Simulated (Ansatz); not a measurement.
SiC3 as one 4-atom ordering (R3m) on the diamond lattice, relaxed with r2SCAN, was run in Ansatz under altered settings. All numbers are computed, without spin polarisation but where a row says otherwise.

```xyz
4
Lattice="1.4154 0.8172 4.6701 -1.4154 0.8172 4.6701 0.0000 -1.6344 4.6701" Properties=species:S:1:pos:R:3 pbc="T T T"
C     1.4154    0.8172    4.7855
C     0.0000    0.0000    6.8504
C     0.0000    0.0000    5.3123
Si    0.0000    0.0000   12.2397
```

The base run's other keys:
```yaml
kpoints:
  mp_grid: { grid: [6, 6, 6] }
hamiltonian:
  xc: hse06
scf:
  occupations: { method: fixed }
  n_extra_bands: 5
```

It takes 14 iterations with 663 plane waves at 420 eV and 32 k points, and leaves a mean stress of -3.25 GPa. The gap over this mesh is 2.523 eV.

Outcomes, with energy and stress as changes against the base:
```tsv
setting	outcome	ΔF (meV/atom)	Δ mean stress (GPa)	gap on the mesh (eV)	iterations
scf.exx.singularity: none	converged	0.0	0.0	2.523	14
hamiltonian.xc: hf	converged	–	+2.0	9.196	25
scf.mixing.beta: 1.9	refused	–	–	–	–
scf.mixing.ndim: 30	converged	0.0	0.0	2.523	14
```
A dash marks a value that wasn't obtained or can't be compared. Stress is positive in compression.

- hamiltonian.xc: hf. The mean stress moves by +2.0 GPa and the gap on the mesh by +6.674 eV (to 9.196). It's another functional on the same cell, so totals aren't comparable.
- scf.mixing.beta: 1.9. The program doesn't start. Error: invalid value for `scf.mixing.beta`: must be finite and in (0, 1]; got 1.9

Within 1 meV an atom, 0.1 GPa and 0.005 eV of the base stay: scf.exx.singularity: none; scf.mixing.ndim: 30.

The program warns that its thresholds are loose for a hybrid's stress.
